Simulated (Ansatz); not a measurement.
Task: Name crystals whose computed values (PBEsol (plane waves, PAW; program Ansatz)) fall in these windows: G_Hill (GPa) 150 to 190; ε0 26 to 38.

Result: 

| crystal | G_Hill (GPa) | ε0 |
|---|---|---|
| Be5Pt, F-43m (Be on 4c, Be on 16e, Pt on 4a) | 170 | 31.9 |
Others may fit too.

Standing as an ambient phase not checked: Be5Pt, F-43m (Be on 4c, Be on 16e, Pt on 4a). Perhaps ordered models of mixed-site phases: Be5Pt, F-43m (Be on 4c, Be on 16e, Pt on 4a). The cell was relaxed under the symmetry of its start. Rows with no word on spin ran without spin polarisation. Spin–orbit coupling is left out wherever it is not named.

Potentials: the later of the program's two PAW sets.
